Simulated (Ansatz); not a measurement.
# An inverse problem

Cell vectors (Å):

```
0.0000 3.2679 3.2679
3.2679 0.0000 3.2679
3.2679 3.2679 0.0000
```

| atom | a | b | c |
| --- | --- | --- | --- |
| Te | 0.5000 | 0.5000 | 0.5000 |
| X | 0.0000 | 0.0000 | 0.0000 |

Theory: r²SCAN, all-electron PAW in Ansatz 0.2.0, datasets made for the crystal, scalar-relativistic. k mesh 8×8×8, strains of ±0.003, fixed occupations.

Elastic constants of a crystal by Kohn-Sham DFT: slopes of the stress over finite engineering strains of the given cell, Voigt indices, Cartesian axes as in the cell vectors.

| index | elastic (GPa) |
| --- | --- |
| 11 | 113.9 |
| 12 | 6.2 |
| 44 | 15.4 |

All X atoms are one element. Which one was computed?

Pb; the crystal is TePb (Fm-3m).

Known limits: no spin-orbit coupling on heavy atoms.
